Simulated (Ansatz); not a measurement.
LuHg (CsCl type, space group No. 221), DFT-PBE in the program Ansatz with PAW potentials, all energies at zero smearing, with the estimated change up to a 700 eV cutoff added, with one set of potentials and settings (totals compare only within such a set). Cell of 2 atoms (1 Lu, 1 Hg): -28546.772 eV.

```json
[
 {"element": "Lu", "reference phase": "P6_3/mmc, 2 atoms in the cell", "E (eV/atom)": "-14732.4262"},
 {"element": "Hg", "reference phase": "P6_3/mmc, 2 atoms in the cell", "E (eV/atom)": "-13813.4607"}
]
```

Formation energy per atom, worked out: (-28546.772 − 1×(-14732.4262) − 1×(-13813.4607))/2 = -0.443 eV/atom (-43 kJ per mol of atoms), at 0 K, without zero-point energy or fitted corrections.

Space group Pm-3m (CsCl type). The first step of the workflow began from a Materials Project structure, measured or hypothetical; the Crystallography Open Database files this formula in space group No. 221, but the cells were not matched. Its standing as an ambient phase is unchecked. Symmetry was held in the PBE relaxation; its stability against distortions is not shown here. The references are the lowest solids computed at this level, not always the standard phases. Scalar-relativistic: spin–orbit coupling is off unless named, which matters more the heavier the elements.

Potentials: the later of the program's two PAW sets.
